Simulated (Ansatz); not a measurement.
Trial structure of ScSbS3, not yet relaxed:

```cif
data_structure
_symmetry_space_group_name_H-M 'P6mm'
_symmetry_Int_Tables_number 183
_cell_length_a 4.2805
_cell_length_b 4.2805
_cell_length_c 8.9821
_cell_angle_alpha 90.000
_cell_angle_beta 90.000
_cell_angle_gamma 120.000
_cell_volume 142.53
loop_
_atom_site_label
_atom_site_type_symbol
_atom_site_symmetry_multiplicity
_atom_site_Wyckoff_symbol
_atom_site_fract_x
_atom_site_fract_y
_atom_site_fract_z
_atom_site_occupancy
Sc1 Sc 1 a 0.00000 0.00000 0.71966 1
Sb1 Sb 1 a 0.00000 0.00000 0.94124 1
S1 S 2 b 0.33333 0.66667 0.33198 1
S2 S 1 a 0.00000 0.00000 0.27554 1
```

The calculation used DFT PBE, scalar-relativistic, plane waves, PAW in Ansatz. Cutoff 420 eV; k points 6×6×2 on the computed 5-atom cell (Γ-centred); Gaussian smearing, width 0.10 eV; no spin polarisation.

The zero of energy is the elements' standard structures at the same level; no fitted shifts are applied.

Problem. How far from equilibrium is it?

Solution. The pressure is 12.7 GPa (the mean over three directions, positive in compression), the largest force is 16.40 eV/Å, and the energy is +1.74 eV/atom against the elements. The shortest distance is 1.99 Å, so close that the PAW spheres overlap strongly and these values are rough.

Problem. How much does it gain on relaxing, and where does it end?

Solution. Relaxing gains about 2.1 eV/atom (the start's value is from the coarse mesh, so the gain is rough) in 25 ionic steps and ends at −0.31 eV/atom on the finer mesh. The symmetry stays P6mm (No. 183). The volume per atom grows by 3.6 %, from 28.5 to 29.5 Å³. The shortest distance goes from 1.99 Å (Sc–Sb) to 2.30 Å (Sb–S). Conventional cell: a = 4.335 Å, c = 9.078 Å. Sc is surrounded by 1 S at 2.47 Å and 6 S at 2.65 Å; around Sb lies 1 S at 2.30 Å; around S on a site of symmetry 3m lie 3 S at 2.50 Å and 3 Sc at 2.65 Å; 1 more site not described.

The last run used a 12×12×4 mesh (in the run's order of axes) for its 5-atom cell and Gaussian smearing of 0.10 eV. No dispersion correction is applied, so the spacing and binding between layers, chains or molecules are poorly described. These runs have no spin–orbit coupling, which can matter for Sb. The reference form of S is held partly by dispersion forces, which this level lacks. The relaxation can't lower the symmetry of the start. Symmetry constrained the relaxation, so the result can be a saddle point. Another cell of ScSbS3 relaxed alike, in P-6m2, lies 0.33 eV/atom lower, so this cell isn't the stable form at this level.
